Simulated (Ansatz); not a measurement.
Al2O3:
```yaml
crystal:
  lattice:
    - [2.37940, 1.37375, 4.33163]
    - [-2.37940, 1.37375, 4.33163]
    - [0.00000, -2.74750, 4.33163]
  atoms:
    - { symbol: Al, position: [0.35191, 0.35191, 0.35191] }
    - { symbol: Al, position: [0.14809, 0.14809, 0.14809] }
    - { symbol: Al, position: [0.64809, 0.64809, 0.64809] }
    - { symbol: Al, position: [0.85191, 0.85191, 0.85191] }
    - { symbol: O, position: [0.55636, 0.94364, 0.25000] }
    - { symbol: O, position: [0.25000, 0.55636, 0.94364] }
    - { symbol: O, position: [0.94364, 0.25000, 0.55636] }
    - { symbol: O, position: [0.44364, 0.05636, 0.75000] }
    - { symbol: O, position: [0.75000, 0.44364, 0.05636] }
    - { symbol: O, position: [0.05636, 0.75000, 0.44364] }
```

Relaxed with r²SCAN. Independent-particle spectrum: no excitons, no local fields, no scissors shift; 0.1 eV broadening; ε₁ of the summed bands alone.

Q: Tabulate the dielectric function from DFT-r²SCAN in the program Ansatz with PAW potentials.

A: 

```tsv
E (eV)	ε₁ xx	ε₂ xx	ε₁ zz	ε₂ zz
0.0	2.89	0.00	2.85	0.00
0.4	2.89	0.00	2.85	0.00
0.8	2.90	0.00	2.85	0.00
1.2	2.91	0.00	2.86	0.00
1.6	2.92	0.00	2.88	0.00
2.0	2.94	0.00	2.89	0.00
2.4	2.96	0.00	2.91	0.00
2.8	2.98	0.00	2.93	0.00
3.2	3.01	0.00	2.96	0.00
3.6	3.04	0.00	2.99	0.00
4.0	3.08	0.00	3.03	0.00
4.4	3.13	0.00	3.08	0.00
4.8	3.19	0.00	3.13	0.00
5.2	3.25	0.00	3.19	0.00
5.6	3.33	0.00	3.27	0.00
6.0	3.42	0.00	3.36	0.00
6.4	3.55	0.00	3.48	0.00
6.8	3.71	0.00	3.65	0.00
7.2	4.07	0.10	3.98	0.14
7.6	4.09	0.42	4.00	0.42
8.0	4.13	0.55	4.02	0.56
8.4	4.20	0.66	4.06	0.67
8.8	4.29	0.79	4.13	0.77
9.2	4.40	0.91	4.23	0.86
9.6	4.56	1.03	4.37	0.97
10.0	4.80	1.18	4.58	1.09
10.4	5.22	1.44	4.91	1.28
10.8	5.49	2.58	5.51	1.66
11.2	5.26	2.62	5.32	3.58
11.6	5.55	3.99	4.86	3.63
12.0	4.76	4.67	4.25	4.19
```

Q: From ε at 7.4 eV (xx: 4.10 + 0.32i), find n, k, the normal reflectivity and the absorption coefficient.

A: n = 2.03, k = 0.079, R = 12 %, α = 2kE/ħc = 59000 cm⁻¹.

With all bands, ε∞ without local fields is 3.06 (xx = yy), 3.02 (zz).

Space group R-3c (corundum). The cell was relaxed with r²SCAN under the symmetry of its start.

Potentials: the later of the program's two PAW sets.
